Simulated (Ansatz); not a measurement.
The relaxed structure here is a generated cell of ZnRh: the first start was made by placing the elements on the sites of a structure type, and the end was not matched to a known phase here, so it may be hypothetical.

The end point of a relaxation of ZnRh. Space group Cmmm (No. 65). Computed with PBEsol (plane waves to 420 eV, PAW, scalar-relativistic; Ansatz, a first-principles code).

```cif
data_RhZn
_chemical_formula_sum 'Rh1 Zn1'
_space_group_name_H-M_alt 'P 1'
_space_group_IT_number 1
_cell_length_a 2.68483
_cell_length_b 2.68483
_cell_length_c 4.16747
_cell_angle_alpha 90.000
_cell_angle_beta 90.000
_cell_angle_gamma 115.808
loop_
_space_group_symop_operation_xyz
  'x, y, z'
loop_
_atom_site_label
_atom_site_type_symbol
_atom_site_fract_x
_atom_site_fract_y
_atom_site_fract_z
_atom_site_occupancy
Rh1 Rh 0.50000 0.50000 0.50000 1
Zn1 Zn 0.00000 0.00000 0.00000 1
```

| Item | Result |
|---|---|
| Volume per atom | 13.52 Å³ |
| Band gap | no gap (metallic) |
| Shortest distances | Rh–Zn 2.53 Å; Rh–Rh 2.68 Å; Zn–Zn 2.68 Å |
| k-mesh | 19×19×11 |

No spin polarisation in the result.

The run could not lose the symmetry of its start: the end is stationary, and may be a saddle point rather than a minimum.

It was reached from a disturbed copy of a Pmmm (No. 47) cell, against which it lies -0.39 eV/atom.
